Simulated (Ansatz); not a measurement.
One crystal and one scan (frozen-phonon scan) at two levels, r2SCAN (plane waves to 500 eV, PAW, scalar-relativistic; Ansatz, a quantum-chemistry and plane-wave program) and PBE (plane waves to 420 eV, PAW, scalar-relativistic; Ansatz), each from its own relaxed cell and on its own mesh. The cell shown is that of r2SCAN.

Starting cell, ZnCu (CsCl type):

```yaml
crystal:
  lattice:
    - [5.83761, 0.00000, 0.00000]
    - [0.00000, 2.91880, 0.00000]
    - [0.00000, 0.00000, 2.91880]
  atoms:
    - { symbol: Zn, position: [0.00000, 0.00000, 0.00000] }
    - { symbol: Zn, position: [0.50000, 0.00000, 0.00000] }
    - { symbol: Cu, position: [0.25000, 0.50000, 0.50000] }
    - { symbol: Cu, position: [0.75000, 0.50000, 0.50000] }
```

The atoms are displaced by Q × the pattern below (from a DFPT mode at X = (0.5, 0.0, 0.0), largest move 1; Q in Å), at fixed cell. (q is in reciprocal vectors of the primitive cell; the cell shown is doubled to hold the pattern.)

```csv
atom,x,y,z
Cu3,1.000,0.000,0.000
Cu4,-1.000,0.000,0.000
```

Atoms not listed stay in place.

ZnCu is run without spin polarisation. ZnCu was relaxed with its symmetry unable to fall. With partly filled bands, energies and forces of such displacements shift with the k mesh and the smearing. Percentages come from the unrounded values.

Results of r2SCAN:

| Property | Value |
|---|---|
| Lattice constant a (Å) | 2.919 |
| Harmonic wavenumber from the curvature (finite differences) (cm⁻¹ (negative: imaginary)) | 161 |
| Shape of the curve | a single well with its minimum at or next to zero displacement |

Q: What does PBE give for the same quantities?

A: 
```
quantity                                                                                    PBE     r2SCAN − PBE
----------------------------------------------------------------------------------------  -----  ---------------
Lattice constant a (Å)                                                                    2.964  -0.045 (-1.5 %)
Harmonic wavenumber from the curvature (finite differences) (cm⁻¹ (negative: imaginary))    149       +12 (+8 %)
```

r2SCAN gives the higher value for: harmonic wavenumber from the curvature. r2SCAN gives the lower value for: lattice constant a. Both give the same shape of the curve: a single well with its minimum at or next to zero displacement. Neither level is exact: the differences show how much the result hangs on the functional.

(A displaced cell: forces are minus the slopes of the energy, force constants its curvatures, and phonons follow from these.)
